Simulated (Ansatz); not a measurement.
GaN (NiAs type, P6_3/mmc), plane-wave PAW r²SCAN (Ansatz code). The conduction-band minimum lies at K, with 2 equivalent valleys. Second derivatives d²E/dk² of the lowest band at one valley (eV·Å²), along Cartesian directions:

| direction | d²E/dk² |
|---|---|
| [100] | 21.87 |
| [010] | 21.87 |
| [001] | 32.58 |
| [110] | 21.87 |
| [101] | 27.23 |
| [011] | 27.23 |

**Question.** Find the principal effective masses, the density-of-states mass and the conductivity mass.

**Answer.** Off-diagonal terms follow from H_xy = H[110] − (H_xx + H_yy)/2, and m*/mₑ = 7.620 eV·Å² over each eigenvalue: 0.23, 0.35, 0.35. One valley's DOS mass (m₁m₂m₃)^(1/3) = 0.31, conductivity mass 3/(Σ 1/mᵢ) = 0.30 mₑ.

**Question.** What effective density of states Nc follows at 300 K for parabolic valleys?

**Answer.** Nc = 2.509e19 × 2 × (0.31)^(3/2) ≈ 8.7e18 cm⁻³.

The cell is a constructed one: a structure type filled with these elements; the Crystallography Open Database copy checked does not list it. It is not the phase usual at ambient conditions (space group No. 186, 216). The cell was relaxed with r²SCAN under the symmetry of its start; its stability against distortions is not shown here. Spin–orbit coupling is left out wherever it is not named.

Potentials: the later of the program's two PAW sets.

Edges and masses are those of Kohn–Sham bands, whose gap is no quasiparticle gap.
